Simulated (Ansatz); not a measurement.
## Tm3BF: rattling a relaxed structure

The structure comes from a generated guess, relaxed at this level; another structure or a mixture of phases may lie lower.

All numbers below come from DFT PBE, scalar-relativistic, plane waves, PAW, and for the lanthanide a 4f-in-core norm-conserving potential, in Ansatz. Plane waves to 690 eV, a k mesh through Γ of 8×8×8 on the computed 5-atom cell and Gaussian smearing (0.10 eV); no spin polarisation.

The cell below (5 atoms, space group P4/mmm (No. 123)) is relaxed within its symmetry.

```cif
data_structure
_symmetry_space_group_name_H-M 'P 1'
_symmetry_Int_Tables_number 1
_cell_length_a 4.9200
_cell_length_b 4.9200
_cell_length_c 5.0394
_cell_angle_alpha 90.000
_cell_angle_beta 90.000
_cell_angle_gamma 90.000
_cell_volume 121.99
loop_
_atom_site_label
_atom_site_type_symbol
_atom_site_fract_x
_atom_site_fract_y
_atom_site_fract_z
_atom_site_occupancy
Tm1 Tm 0.50000 0.00000 0.00000 1
Tm2 Tm 0.50000 0.50000 0.50000 1
Tm3 Tm 0.00000 0.50000 0.00000 1
B1 B 0.50000 0.50000 0.00000 1
F1 F 0.00000 0.00000 0.00000 1
```

For the test a repeat of it with 10 atoms (edges 4.92, 5.04, 9.84 Å) was strained at random (σ = 1.5 % a component), the atoms were moved at random (σ = 0.05 Å), and all was relaxed again on a coarse 4×4×2 mesh (in the run’s order of axes) with 0.20 eV smearing, with no symmetry imposed.

The cell is a metal run without spin; a magnetic state may lie lower.

Question: Does it come back?

Answer: It returns, within 1 meV/atom of the unmoved cell on that mesh and with the same symmetry when read at 0.1 Å (P1 at 0.01 Å, so small strains and shifts remain). So it is stable against the distortions that fit this cell and that this random move excites. Modes that don't fit the cell aren't tested.

The lanthanide is trivalent by construction, without f bands, f moments or other valences.
